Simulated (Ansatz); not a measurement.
# SnO2 (rutile): frozen-phonon scan

Relaxed SnO2 (rutile):

```yaml
crystal:
  lattice:
    - [9.65509, 0.00000, 0.00000]
    - [4.82754, 4.82754, 0.00000]
    - [0.00000, 0.00000, 3.23815]
  atoms:
    - { symbol: Sn, position: [0.00000, 0.00000, 0.00000] }
    - { symbol: Sn, position: [0.50000, 0.00000, 0.00000] }
    - { symbol: Sn, position: [0.00000, 0.50000, 0.50000] }
    - { symbol: Sn, position: [0.50000, 0.50000, 0.50000] }
    - { symbol: O, position: [0.00000, 0.30658, 0.00000] }
    - { symbol: O, position: [0.50000, 0.30658, 0.00000] }
    - { symbol: O, position: [0.30658, 0.19342, 0.50000] }
    - { symbol: O, position: [0.80658, 0.19342, 0.50000] }
    - { symbol: O, position: [0.69342, 0.80658, 0.50000] }
    - { symbol: O, position: [0.19342, 0.80658, 0.50000] }
    - { symbol: O, position: [0.00000, 0.69342, 0.00000] }
    - { symbol: O, position: [0.50000, 0.69342, 0.00000] }
```

A phonon eigenvector at M = (0.5, 0.5, 0.0) is frozen into this cell: atom i moves by Q times the vector below, so Q is the largest atomic displacement, in Å. The cell is held. It is one choice among 2 degenerate patterns. (q is in reciprocal vectors of the primitive cell; the cell shown is doubled to hold the pattern.)

```csv
atom,x,y,z
Sn1,0.538,-0.123,0.000
Sn2,-0.538,0.123,0.000
Sn3,-0.044,-0.525,0.000
Sn4,0.044,0.525,0.000
O5,0.739,-0.673,0.000
O6,-0.739,0.673,0.000
O7,-0.569,-0.646,0.000
O8,0.569,0.646,0.000
O9,-0.569,-0.646,0.000
O10,0.569,0.646,0.000
O11,0.739,-0.673,0.000
O12,-0.739,0.673,0.000
```

Level of theory: PBE (plane waves to 420 eV, PAW, scalar-relativistic; Ansatz, a quantum-chemistry and plane-wave program). k mesh 7×7×10 (Γ-centred), Fermi-Dirac smearing 0.05 eV. The energy includes the smearing's −TS. Stress and pressure are positive under compression. SnO2 was relaxed with its symmetry unable to fall. The zero of ΔE is the undisplaced structure.

```
Q (Å)   ΔE (eV/cell)  P (GPa)  −dE/dQ from forces (eV/Å)
------  ------------  -------  -------------------------
-0.280         1.628     3.21                     11.843
-0.233         1.124     2.22                      9.758
-0.187         0.716     1.42                      7.736
-0.140         0.401     0.80                      5.761
-0.093         0.178     0.36                      3.821
-0.047         0.044     0.09                      1.905
0.000          0.000     0.00                      0.000
0.047          0.044     0.09                     -1.905
0.093          0.178     0.36                     -3.821
0.140          0.401     0.80                     -5.761
0.187          0.716     1.42                     -7.736
0.233          1.124     2.22                     -9.758
0.280          1.628     3.21                    -11.843
```

Key numbers:

| Item | Value |
|---|---|
| Energy at Q = 0.280 Å | 1628 meV/cell |
| Space group of the distorted cell | P2/m (No. 10), lowered from P4_2/mnm |
| Symmetry of the curve | even: the same for both signs |
| Shape of the curve | a single well with its minimum at or next to zero displacement |
| Harmonic wavenumber from the curvature (finite differences) | 211 cm⁻¹ |
| Wavenumber by perturbation theory (DFPT, on another k mesh) | 211 cm⁻¹ |

(A displaced cell: forces are minus the slopes of the energy, force constants its curvatures, and phonons follow from these.)
